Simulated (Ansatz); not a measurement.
BN:
```xyz
4
Lattice="2.4988 0.0000 0.0000 -1.2494 2.1640 0.0000 0.0000 0.0000 6.6009" Properties=species:S:1:pos:R:3 pbc="T T T"
B      0.0000     1.4427     1.6502
B      1.2494     0.7213     4.9507
N      0.0000     1.4427     4.9507
N      1.2494     0.7213     1.6502
```

Relaxed with r²SCAN+D4.

**Question.** Give the optical modes at the zone centre with their infrared and Raman activity from DFPT, DFT-r²SCAN+D4 in the program Ansatz with PAW potentials.

**Answer.** Transverse frequencies, without the LO–TO term; a row sums one degenerate level.

| ω (cm⁻¹) | degeneracy | IR ((D/Å)²/amu) | Raman (Å⁴/amu) | activity | symmetry |
|---|---|---|---|---|---|
| 50 | 2 | 0.00 | 0.063 | Raman | E2g |
| 124 | 1 | 0.00 | 0 | silent | B1g |
| 765 | 1 | 4.74 | 0 | IR | A2u |
| 824 | 1 | 0.00 | 0 | silent | B1g |
| 1373 | 2 | 111.68 | 0 | IR | E1u |
| 1374 | 2 | 0.00 | 400 | Raman | E2g |

**Question.** How high does the top mode go among those that the LO–TO term moves?

**Answer.** 1625 cm⁻¹ for q along x, 1625 cm⁻¹ for q along y, 832 cm⁻¹ for q along z.

Space group P6_3/mmc. Symmetry was held in the r²SCAN+D4 relaxation; phonons on a q-mesh show no instability.

Potentials: the later of the program's two PAW sets.
